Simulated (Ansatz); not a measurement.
This run works on a generated trial structure, not on a known crystal.

Input and command of a plane-wave DFT calculation in Ansatz:

```yaml
crystal:
  lattice:
    - [5.507501973, -2.9808134596, 0.0]
    - [5.507501973, 2.9808134596, 0.0]
    - [-0.9958365679, 0.0, 3.3547092296]
  atoms:
    - { symbol: Mg, position: [0.5, 0.5, 0.5] }
    - { symbol: Cd, position: [0.0, 0.0, 0.0] }
    - { symbol: C, position: [0.8048412211, 0.8048412211, 0.8039473246] }
    - { symbol: C, position: [0.1951587789, 0.1951587789, 0.1960526754] }
    - { symbol: "N", position: [0.6938956629, 0.6938956629, 0.6942495639] }
    - { symbol: "N", position: [0.3061043371, 0.3061043371, 0.3057504361] }
basis:
  ecutwfc: 420
kpoints:
  mp_grid: { grid: [8, 8, 12] }
hamiltonian:
  xc: pbe
scf:
  occupations: { method: gaussian, width: 0.1 }
output:
  forces: true
  stress: true
  eigenvalues: true
  write_density: true
  write_potential: true
  elf: true
  volumetric_format: npy
relax:
  adjacent_minimum: "off"
  f_tol: 0.01
  max_steps: 80
  cell: { stress_tol: 0.05 }
```

```bash
ansatz run input.yaml --threads 1 --pin off --max-ram 2560MiB --backend cpu --events-out ev --progress --plain --runs-dir out
```

Processor: Intel(R) Xeon(R) Platinum 8259CL CPU @ 2.50GHz (Skylake/Cascade Lake), 1 thread, on a host shared with other jobs.

Task: How long does it run, and how much memory does it take?

Result: About 5.8 min, peak memory 0.83 GiB. It solves 30 bands at 222 k points (after reduction by symmetry) with about 2177 plane waves (on the last cell), in 57 SCF iterations over 9 ionic steps.
